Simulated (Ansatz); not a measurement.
Sn (hcp (Mg type), P6_3/mmc) under volume change, plane-wave PAW r²SCAN (Ansatz code), shape and atoms relaxed at each volume.

```csv
V (Å³/atom),E − E(relaxed) (meV/atom),P (GPa)
24.582,41.9,6.17
25.392,…,…
26.203,…,…
27.013,0.0,0.00
27.823,3.7,-1.43
28.634,14.0,-2.61
29.444,29.8,-3.61
```

What belongs in the gaps?


- 26.203, E − E(relaxed) (meV/atom): 3.7
- 26.203, P (GPa): 1.65
- 25.392, E − E(relaxed) (meV/atom): 17.1
- 25.392, P (GPa): 3.71

What does a third-order Birch–Murnaghan fit give for V₀, B₀ and B′?

V₀ = 27.00 Å³/atom, B₀ = 51.7 GPa, B′ = 5.1.

The start of the workflow was typed in or built on a structure type; neither database checked (COD, Materials Project) lists it. It is not the phase usual at ambient conditions (space group No. 141). The cell keeps a stress of up to 0.2 GPa. The cell was relaxed with r²SCAN under the symmetry of its start; its stability against distortions is not shown here. Scalar-relativistic: spin–orbit coupling is off unless named, which matters more the heavier the elements.

Potentials: the earlier of the program's two PAW sets.
